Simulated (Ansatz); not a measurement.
PtSb$_{2}$ (space group Pa-3)

```xyz
12
Lattice="6.4218 0.0000 0.0000 0.0000 6.4218 0.0000 0.0000 0.0000 6.4218" Properties=species:S:1:pos:R:3 pbc="T T T"
Sb     2.4060     0.8049     5.6169
Sb     4.0159     5.6169     0.8049
Sb     0.8049     5.6169     2.4060
Sb     5.6169     0.8049     4.0159
Sb     5.6169     2.4060     0.8049
Sb     0.8049     4.0159     5.6169
Sb     4.0159     4.0159     4.0159
Sb     2.4060     2.4060     2.4060
Pt     0.0000     3.2109     3.2109
Pt     3.2109     3.2109     0.0000
Pt     3.2109     0.0000     3.2109
Pt     0.0000     0.0000     0.0000
```

Method: LDA (plane waves to 420 eV, PAW, scalar-relativistic; Ansatz, a first-principles code). DFPT wavenumbers on a 6×6×6 k mesh, in cm⁻¹ and rounded to 5; i marks imaginary ones, q is in fractions of the reciprocal vectors of the cell shown, and the three acoustic modes at Γ are left out. At this level the bands of PtSb2 touch or barely overlap; measurements give the solid a gap. PtSb2 is run without spin polarisation. PtSb2 was relaxed with its symmetry unable to fall. Spin-orbit coupling is left out, though Pt and Sb are heavy.

Question: Is the structure dynamically stable at Γ?

Answer: No imaginary mode at these points (lowest 75 cm⁻¹ at Γ); other wave vectors were not tested.

Question: List the wavenumbers at Γ, with degeneracies.

Answer: 
| q | wavenumbers (cm⁻¹) |
|---|---|
| Γ | 75, 75 (×3), 90 (×2), 115 (×3), 130, 135 (×3), 140 (×2), 150 (×3), 180, 180 (×3), 185 (×3), 190 (×2), 195 (×3), 200 (×3) |
